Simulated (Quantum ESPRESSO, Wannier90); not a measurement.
**Wannierisation of AlP (zinc blende)**

```
begin unit_cell_cart
ang
    0.0000000000    2.7364850000    2.7364850000
    2.7364850000    0.0000000000    2.7364850000
    2.7364850000    2.7364850000    0.0000000000
end unit_cell_cart
begin atoms_frac
Al   0.0000000000  0.0000000000  0.0000000000
P    0.2500000000  0.2500000000  0.2500000000
end atoms_frac
```

Structure: Materials Project mp-1550, symmetrised, not relaxed again. COD (Crystallography Open Database) has an entry of this formula and space group (matched by these alone). Computed values, not measurements, from PBEsol: Quantum ESPRESSO (norm-conserving PseudoDojo potentials, cutoff 36 Ry, no spin polarisation, no spin-orbit coupling) on a Γ-centred 10×10×10 mesh, then Wannier90. Density: 10×10×10 mesh, cold smearing 0.01 Ry.

A tight-binding model is made by disentanglement and projection with no localisation steps (num_iter = 0), so the 8 orbitals stay atom-like: hydrogen-like Al: s;p; P: s;p, axes along x, y, z; frozen window up to 2.95 eV relative to the valence-band maximum. It follows pw.x to 9.9 meV rms for states up to 2.4 eV relative to the valence-band maximum. Matrix elements depend on this choice of orbitals and windows.

Q: Which pairs of orbitals on different sites are coupled most strongly? Give distance, modulus and how many such pairs a cell has.

A: 
| orbital | orbital | distance of the centres (Å) | modulus (eV) | pairs |
|---|---|---|---|---|
| Al s | P s | 2.37 | 1.64 | 4 |
| Al px | P s | 2.37 | 1.37 | 4 |
| Al py | P s | 2.37 | 1.37 | 4 |
| Al pz | P s | 2.37 | 1.37 | 4 |
| Al s | P px | 2.37 | 1.37 | 4 |
| Al s | P py | 2.37 | 1.37 | 4 |
| Al s | P pz | 2.37 | 1.37 | 4 |
| Al pz | P px | 2.37 | 1.27 | 4 |
| Al pz | P py | 2.37 | 1.27 | 4 |
| Al py | P px | 2.37 | 1.27 | 4 |
| Al py | P pz | 2.37 | 1.27 | 4 |
| Al px | P pz | 2.37 | 1.27 | 4 |
| Al px | P py | 2.37 | 1.27 | 4 |
| Al py | Al py | 3.87 | 0.55 | 2 |
| Al px | Al px | 3.87 | 0.54 | 2 |
| Al pz | Al pz | 3.87 | 0.54 | 2 |
| Al px | Al px | 3.87 | 0.34 | 4 |
| Al py | Al py | 3.87 | 0.34 | 4 |
| Al pz | Al pz | 3.87 | 0.34 | 4 |
| P px | P px | 3.87 | 0.31 | 2 |
| P py | P py | 3.87 | 0.31 | 2 |
| P pz | P pz | 3.87 | 0.31 | 2 |
| Al px | Al pz | 3.87 | 0.26 | 8 |
| Al py | Al pz | 3.87 | 0.26 | 8 |
| Al px | Al py | 3.87 | 0.26 | 8 |
| Al py | Al pz | 3.87 | 0.22 | 4 |
| Al px | Al pz | 3.87 | 0.22 | 4 |
| Al px | Al py | 3.87 | 0.22 | 4 |
| Al py | P px | 5.96 | 0.13 | 4 |
| Al px | P pz | 5.96 | 0.13 | 4 |
